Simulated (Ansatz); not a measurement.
A geometry of Ga$_{2}$Cu away from equilibrium: step 2 of the relaxation of a relaxed Ga2Cu cell, doubled along one cell vector, shaken by Gaussian noise of σ = 0.08 Å a coordinate. Calculation: PBEsol (plane waves to 420 eV, PAW, scalar-relativistic; Ansatz, a program for electronic structure). Γ-centred k-mesh 10×11×7 on the run's cell (coarser than for final values), Fermi–Dirac smearing 0.05 eV.

```
Ga2Cu
1.0
   -1.64051     1.81466     3.66056
    1.66861    -1.84059     3.68613
    3.26089     3.66292    -7.34691
Cu Ga
2 4
Cartesian
 -0.02697   0.04841   0.05621
  3.40807   0.04758   0.04707
  0.17936   0.02435   4.93879
  1.68490   1.80705   1.24818
 -0.01072  -0.03572   2.47716
  1.70460   1.93165  -1.18277
```

Question: Which atoms carry the largest force, and which way does it point?

Answer: 0.26 eV/Å, on Ga4, Ga5 (atoms numbered as listed); on Ga4 its components are (-0.14, -0.10, 0.19).

Question: What is the pressure?

Answer: +0.9 GPa, compression positive.

No spin polarisation in the result.

The end of the path is a generated cell of Ga2Cu: the first start was made by placing the elements on the sites of a structure type, and the end was not matched to a known phase here, so it may be hypothetical.
